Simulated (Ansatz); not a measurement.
BP (zinc blende)

```
CELL_PARAMETERS angstrom
      0.00000     2.27414     2.27414
      2.27414     0.00000     2.27414
      2.27414     2.27414     0.00000
ATOMIC_POSITIONS crystal
  P  0.75000 0.75000 0.75000
  B  0.00000 0.00000 0.00000
```

Two coordinates are scanned: the volume, and the ratio of the stretch along z (the conventional c axis) to the stretch across it. Atoms keep their fractional coordinates.

Calculation: PBE (plane waves to 420 eV, PAW, scalar-relativistic; Ansatz, an electronic-structure program). k mesh 12×12×12 (Γ-centred), Fermi-Dirac smearing 0.05 eV. Compression counts positive. BP was relaxed with its symmetry unable to fall. The PAW data are Ansatz's earlier set.

At one point of the scan the stress tensor (GPa) is:

```
    4.3      0.0      0.0
    0.0      4.3      0.0
    0.0      0.0    -17.9
```

### Question
Which point is it?
A) V/V₀ = 1.020, (c/a)/(c/a)₀ = 1.080
B) V/V₀ = 1.020, (c/a)/(c/a)₀ = 1.040
C) V/V₀ = 1.040, (c/a)/(c/a)₀ = 1.080
D) V/V₀ = 1.040, (c/a)/(c/a)₀ = 1.040

### Answer
A, V/V₀ = 1.020, (c/a)/(c/a)₀ = 1.080

(Under strain, the slope of the energy per volume gives the stress and its curvature an elastic modulus.)
